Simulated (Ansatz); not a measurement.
NaHg2 in space group P6/mmm (No. 191; Hg on 2d, Na on 1a) at seven volumes, r²SCAN (plane waves, PAW; program Ansatz), shape and atoms relaxed at each. One row is withheld.

```csv
V (Å³/atom),P (GPa)
22.069,3.72
22.797,?
23.524,1.00
24.252,0.00
24.980,-0.77
25.707,-1.31
26.435,-1.77
```

Q: Fit the shown pressures and predict the withheld one.

A: P = (3/2)B₀(x^(7/2) − x^(5/2))[1 + (3/4)(B′ − 4)(x − 1)] with x = (V₀/V)^(2/3). Least squares on the six rows gives V₀ = 24.262 Å³/atom, B₀ = 28.2 GPa, B′ = 7.13. At V = 22.797, x = 1.0424 and P = 2.19 GPa. The run itself gave 2.21 GPa.

The workflow started from an entry of the Crystallography Open Database (COD). Its standing as an ambient phase is unchecked. Symmetry was held in the r²SCAN relaxation; whether a distortion lowers the energy is not shown. Spin–orbit coupling is left out wherever it is not named.

Potentials: the later of the program's two PAW sets.
